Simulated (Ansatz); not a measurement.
ZrO2:
```
ZrO2
1.0
    5.25689     0.00000     0.00000
    0.00000     5.05007     0.00000
    0.00000     0.00000     5.07055
Zr O
4 8
Direct
  0.03127   0.73283   0.74733
  0.96873   0.26717   0.24733
  0.46873   0.73283   0.24733
  0.53127   0.26717   0.74733
  0.23185   0.46189   0.50008
  0.76815   0.53811   0.00008
  0.26815   0.46189   0.00008
  0.73185   0.53811   0.50008
  0.36714   0.93005   0.60860
  0.63286   0.06995   0.10860
  0.13286   0.93005   0.10860
  0.86714   0.06995   0.60860
```

The program Ansatz at the PBEsol level (PAW) gives a gap of 3.86 eV without spin–orbit coupling, maximum at Γ, minimum off the standard path, at k = (0.255, 0.417, 0.375) in fractions of the reciprocal vectors.

What happens when spin–orbit coupling is switched on?

The gap decreases by 0.01 eV, to 3.85 eV; maximum on the Y–Γ line, 96 % of the way from Y, minimum off the standard path, at k = (0.250, 0.401, 0.380) in fractions of the reciprocal vectors.

Space group Pca2_1. Symmetry was held in the PBEsol relaxation. No spin polarisation was allowed.

Potentials: the earlier of the program's two PAW sets. The files were generated under PBE; for other functionals the program regenerates the frozen cores, and for LDA and PBEsol the local potential too.
